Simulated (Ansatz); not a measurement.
HfC:
```xyz
4
Lattice="3.3055 0.0000 0.0000 -1.6527 2.8626 0.0000 0.0000 0.0000 5.1526" Properties=species:S:1:pos:R:3 pbc="T T T"
Hf     1.6527     0.9542     3.8645
Hf     0.0000     1.9084     1.2882
C      0.0000     0.0000     0.0000
C      0.0000     0.0000     2.5763
```

Relaxed with PBEsol. Special points in fractions of this cell's reciprocal vectors: Γ (0.000, 0.000, 0.000); M (0.500, 0.000, 0.000); K (0.333, 0.333, 0.000); A (0.000, 0.000, 0.500); L (0.500, 0.000, 0.500); H (0.333, 0.333, 0.500).

Question: List the band energies nearest the Fermi level at these points for PBEsol (plane waves, PAW; program Ansatz).

Answer: In eV from the Fermi level; about four levels below and three above (degenerate sets whole), none deeper than 8.9 eV; points with the same levels are listed once.

| k | below | above |
|---|---|---|
| Γ | -3.33 -3.33 -1.32 -1.32 | 0.86 1.29 1.29 |
| M | -3.74 -3.49 -2.02 -1.21 | 1.36 4.30 4.79 4.79 |
| K | -4.47 -4.47 -3.80 -3.80 | 0.43 0.88 0.88 |
| A | -2.88 -2.88 -2.88 -2.88 | 3.93 3.93 3.93 3.93 |
| L | -3.27 -3.27 -2.57 -2.57 | 1.22 1.22 4.70 4.70 |
| H | -2.63 -2.63 -2.56 -2.56 | 1.81 1.81 3.25 3.25 |

Space group P6_3/mmc (NiAs type). The first step of the workflow began from a Materials Project structure, measured or hypothetical; the Crystallography Open Database copy checked does not list it. It is not the phase usual at ambient conditions (space group No. 225). The PBEsol relaxation kept the symmetry of its start; whether a distortion lowers the energy is not shown. No spin polarisation was allowed. Scalar-relativistic: spin–orbit coupling is off unless named, which matters more the heavier the elements.

Potentials: the later of the program's two PAW sets.
